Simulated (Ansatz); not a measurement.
From the elastic tensor of ScB₂ at 3 GPa (stress–strain coefficients) to moduli and sound speeds

These are results of DFT LDA, scalar-relativistic, plane waves, PAW in Ansatz, not measurements. Settings: 420 eV plane-wave cutoff, Γ-centred 18×18×12 mesh, Fermi-Dirac smearing of 0.15 eV. No spin polarisation.

The structure is hexagonal, space group P6/mmm (No. 191). The conventional cell has a = 3.086 Å, b = 3.086 Å, c = 3.439 Å, α = 90.00°, β = 90.00°, γ = 120.00°. Sc (site symmetry 6/mmm) has 12 B at 2.48 Å as nearest neighbours. Around B (site symmetry -6m2) lie 3 B at 1.78 Å.

In a metal, frequencies and elastic constants depend on the k mesh and the smearing, soft modes and shear constants most.

Relaxed-ion constants (GPa, on the Cartesian axes of the calculation):
```
555.2  60.6  90.5   0.0   0.0   0.0
 60.6 555.2  90.5   0.0   0.0   0.0
 90.5  90.5 417.4   0.0   0.0   0.0
  0.0   0.0   0.0 213.0   0.0   0.0
  0.0   0.0   0.0   0.0 213.0   0.0
  0.0   0.0   0.0   0.0   0.0 247.3
```

Density 3.898 g/cm³; 3 atoms in 28.36 Å³.

The values that follow are for a polycrystal of randomly turned grains, by Hill's mean where one number stands.

```json
{"Bulk modulus, Voigt / Reuss / Hill": "223.4 / 221.0 / 222.2 GPa", "Shear modulus, Voigt / Reuss / Hill": "220.4 / 216.9 / 218.7 GPa", "Young's modulus": "494 GPa", "Poisson ratio": "0.130", "Pugh ratio B/G": "1.02", "Universal anisotropy index": "0.09", "Longitudinal and transverse sound speeds": "11481 and 7490 m/s", "Debye temperature from the mean sound speed": "1156 K"}
```

Cost: 1 run of about 4.8 core-minutes, on Arm Neoverse V1 (shared hosts).